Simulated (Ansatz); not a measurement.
An Ansatz (a first-principles code) run. Input:

Ansatz 0.2 input:
```yaml
crystal:
  lattice:
    - [6.23416254, 0.0, 0.0]
    - [0.0, 3.2172331342, 0.0]
    - [0.0, 0.0, 5.3633693586]
  atoms:
    - { symbol: B, position: [0.1626121261, 0.25, 0.3996931998] }
    - { symbol: B, position: [0.3373878739, 0.75, 0.8996931998] }
    - { symbol: B, position: [0.8373878739, 0.75, 0.6003068002] }
    - { symbol: B, position: [0.6626121261, 0.25, 0.1003068002] }
    - { symbol: P, position: [0.8385135829, 0.25, 0.3923568057] }
    - { symbol: P, position: [0.6614864171, 0.75, 0.8923568057] }
    - { symbol: P, position: [0.1614864171, 0.75, 0.6076431943] }
    - { symbol: P, position: [0.3385135829, 0.25, 0.1076431943] }
kpoints:
  mp_grid: { grid: [3, 5, 3] }
hamiltonian:
  xc: hse06
  pseudopotentials: { kind: paw }
scf:
  n_extra_bands: 8
  occupations: { method: fixed }
output:
  eigenvalues: true
  eigenstates:
    e_range: [-9.0, 9.2]
    kpoints:
      - [0.0, 0.0, 0.0]  # VBM
      - [0.5, 0.0, 0.5]  # CBM
      - [0.0, 0.0, 0.0]  # GAMMA
      - [0.5, 0.0, 0.0]  # X
      - [0.0, 0.0, 0.5]  # Z
      - [0.5, 0.0, 0.5]  # U
      - [0.0, 0.5, 0.0]  # Y
      - [0.5, 0.5, 0.0]  # S
      - [0.0, 0.5, 0.5]  # T
      - [0.5, 0.5, 0.5]  # R
```

Output (shortened):

```
Pseudopotential: B, paw, valence charge 3
Pseudopotential: P, paw, valence charge 5
Functional definition: HSE06
davidson cushion auto → on  (no smearing: the cushion is to keep the highest requested band from converging to the state above it …
Crystal: 8 atoms, lattice volume = 107.572 Å³
Basis set: ecut = 420 eV, 2111 PW (Γ)
Bands: 24, of which v1, the nominal top of the filled ones, is band 16 counted from 1 (15 counted from 0)
Symmetry: 8 space group operations
Space group: Pnma (ITA 62), of the structure as read, at distance tolerance 4.8e-5 Å
k-points: 12 of 45
SCF iter   1: F=—  HF=-3647.623280 eV  |F-HF|=—  |Δ(HF+E_count)|=         —  Δρ=3.77e-3  dr2=1.56e-2  ethr=1.77e-3  ⟨swp⟩=8.0  Hψ=1537  notcnv=0
preconditioner: auto → none
SCF iter   2: F=—  HF=-3647.623161 eV  |F-HF|=—  |Δ(HF+E_count)|=   1.19e-4  Δρ=1.53e-3  dr2=1.87e-3  ethr=4.89e-5  ⟨swp⟩=4.0  Hψ=850  notcnv=0  defer=1
SCF iter   3: F=—  HF=-3647.623951 eV  |F-HF|=—  |Δ(HF+E_count)|=   7.90e-4  Δρ=5.62e-4  dr2=2.36e-4  ethr=5.84e-6  ⟨swp⟩=3.0  Hψ=703  notcnv=0
iter 4 solved again at ethr=1.55e-8 eV; its pass at ethr=7.38e-7 eV (dr2=4.97e-6 eV) is discarded
SCF iter   4: F=-3647.624149 eV  HF=-3647.624146 eV  |F-HF|=3.30e-6  |Δ(HF+E_count)|=   1.95e-4  Δρ=8.32e-5  dr2=5.18e-6  ethr=1.55e-8  ⟨swp⟩=4.2  Hψ=1632  notcnv=0
SCF 1 stopped early in 4 iterations: F = -3647.624149 eV  dr2 = 5.18e-6
Crystal: 8 atoms, lattice volume = 107.572 Å³
Exchange kernel: α = 0.2500, screened, ω = 0.2079 Å⁻¹, Wigner–Seitz truncation, v(0) = 1038.0989 eV·Å³, q-mesh 3×5×3, nearest image of the exchange supercell L …
Frozen-core exchange: fock
SCF iter   1: F=—  HF=-3650.172966 eV  |F-HF|=—  |Δ(HF+E_count)|=         —  Δρ=4.20e-3  dr2=1.09e-2  ethr=1.62e-7  ⟨swp⟩=9.2  Hψ=1900  notcnv=0
preconditioner: auto → none
SCF iter   2: F=—  HF=-3650.168750 eV  |F-HF|=—  |Δ(HF+E_count)|=   4.22e-3  Δρ=1.89e-3  dr2=2.76e-3  ethr=1.62e-7  ⟨swp⟩=5.2  Hψ=1251  notcnv=0
SCF iter   3: F=—  HF=-3650.178770 eV  |F-HF|=—  |Δ(HF+E_count)|=   1.00e-2  Δρ=6.34e-4  dr2=2.41e-4  ethr=1.62e-7  ⟨swp⟩=5.3  Hψ=1264  notcnv=0  defer=2
SCF iter   4: F=—  HF=-3650.178692 eV  |F-HF|=—  |Δ(HF+E_count)|=   7.79e-5  Δρ=7.71e-5  dr2=2.37e-5  ethr=1.62e-7  ⟨swp⟩=3.0  Hψ=848  notcnv=0
SCF iter   5: F=-3650.178896 eV  HF=-3650.178900 eV  |F-HF|=3.90e-6  |Δ(HF+E_count)|=   2.08e-4  Δρ=9.85e-5  dr2=7.70e-6  ethr=9.47e-9  ⟨swp⟩=5.1  Hψ=1181  notcnv=0
SCF 2 stopped early in 5 iterations: F = -3650.178896 eV  dr2 = 7.70e-6
hybrid outer 1: dexx = +1.248e-2 eV, tail = 2.31e-5 eV
Crystal: 8 atoms, lattice volume = 107.572 Å³
Exchange kernel: α = 0.2500, screened, ω = 0.2079 Å⁻¹, Wigner–Seitz truncation, v(0) = 1038.0989 eV·Å³, q-mesh 3×5×3, nearest image of the exchange supercell L …
Frozen-core exchange: fock
SCF iter   1: F=—  HF=-3650.178855 eV  |F-HF|=—  |Δ(HF+E_count)|=         —  Δρ=1.88e-5  dr2=3.39e-7  ethr=3.61e-7  ⟨swp⟩=2.9  Hψ=651  notcnv=0
preconditioner: auto → none
iter 2 solved again at ethr=3.63e-11 eV; its pass at ethr=1.00e-9 eV (dr2=1.16e-8 eV) is discarded
SCF iter   2: F=-3650.178854 eV  HF=-3650.178854 eV  |F-HF|=3.12e-9  |Δ(HF+E_count)|=   2.66e-8  Δρ=5.85e-6  dr2=3.03e-8  ethr=3.63e-11  ⟨swp⟩=2.9  Hψ=1661  notcnv=0
SCF 3 converged in 2 iterations: F = -3650.178854 eV  dr2 = 3.03e-8
hybrid outer 2: dexx = +1.660e-7 eV, tail = 6.33e-8 eV, Δε = 1.97e-3 eV (about 1.75e-4 eV left of the loop's levels)
NSCF: frozen V_eff on 10 k-points
hybrid SCF converged: 2 outer / 7 inner (+4 warm-up), last move |dexx| = 1.66e-7 eV, tail = 6.33e-8 eV
Stability not checked (fock_operator)
Free energy (F): -3650.178855 eV
Frozen-core exchange: fock
Harris-Foulkes:  -3650.178855 eV  (|F-HF|=3.12e-9)
Internal energy: -3650.178855 eV  (E = F + TS)
E sigma→0 (E₀):  -3650.178855 eV
Fermi energy:    7.467734 eV
--- Per-component energies (eV) ---
  E_band       = 0.232303
  E_kinetic    = 485.608693
  E_local      = -483.613269  (includes V_loc(G=0)·N_el)
  E_nonlocal   = 177.933179
  E_hartree    = 147.870599
  E_xc         = -308.969744
  E_vxc        = -325.046632  (∫ρ·V_xc dr)
  E_exx        = -54.636595  (= α·E_x^exact, valence–valence)
  E_paw        = -2608.799571  (= ΣΔE_a)
  E_vpaw       = -41.116869  (= ΣTr[D̂ρ^β])
  E_aug_tail   = 0.000002  (compensation charges beyond the density's cutoff)
  E_ewald      = -1005.219313
  E_core_change = -0.352834  (= ΣΔE_core)
  E_smearing   =  0.000000  (= −TS)
  E_closure    =  0.000000  (closes the sum)
  Σ components = -3650.178855   (vs F -3650.178855, Δ=0.00e0)
  [band-id]    e_kinetic+e_local+e_nonlocal+2·e_hartree+e_vxc+2·e_exx+e_vpaw+e_augmentation_tail = 0.233111   (vs E_band 0.232303, Δ=8.07e-4)
--- Band table (eV; the first three rows and the last of 12) ---
  k-point 0: bands = ["-9.8281", "-7.8281", "-6.6136", "-4.4314", "-1.7269", "-1.2977", "0.1813", "0.8535", "1.4935", "2.4415", "4.1924", "4.9744", "6.1157", "6.3254", "6.7565", "7.4677", "9.3776", "9.7860", "9.9727", "11.3220", "12.0224", "12.2265", "12.9464", "13.3353"]
  k-point 1: bands = ["-9.4453", "-8.4869", "-6.1476", "-4.9579", "-2.6017", "-1.3900", "1.3979", "2.1480", "2.7945", "3.4434", "3.6472", "4.5147", "4.8553", "5.4202", "5.7701", "6.5887", "9.3767", "9.7327", "9.9940", "11.2920", "12.2316", "12.6285", "13.3228", "13.7497"]
  k-point 2: bands = ["-9.3022", "-7.3050", "-6.1411", "-4.3509", "-1.2739", "-1.1821", "0.2386", "0.4545", "0.5347", "1.3010", "2.9537", "3.0810", "5.1918", "5.3617", "5.3919", "6.7275", "9.8667", "11.1764", "12.2776", "12.5924", "12.6234", "12.7768", "13.0432", "13.2386"]
  k-point 11: bands = ["-7.2010", "-6.7340", "-5.2688", "-4.9544", "-2.6368", "-2.1181", "-1.0442", "-0.4822", "1.1757", "2.0600", "2.7942", "2.8994", "3.3509", "4.1161", "4.5872", "4.9701", "10.0634", "10.5804", "11.5834", "11.9693", "12.0484", "12.6463", "12.8494", "13.7507"]
```

Cost: about 5 core-minutes (a rough figure) on shared cores.

The points marked VBM and CBM come from a semilocal run.

The start of the workflow was typed in or built on a structure type; neither database checked (COD, Materials Project) lists it. It is not the phase usual at ambient conditions (space group No. 216). The cell was relaxed with r²SCAN+D4 under the symmetry of its start; its stability against distortions is not shown here. The volume moved by 25 % from the start of the relaxation.

Potentials: the later of the program's two PAW sets.

Ansatz is a plane-wave DFT program.
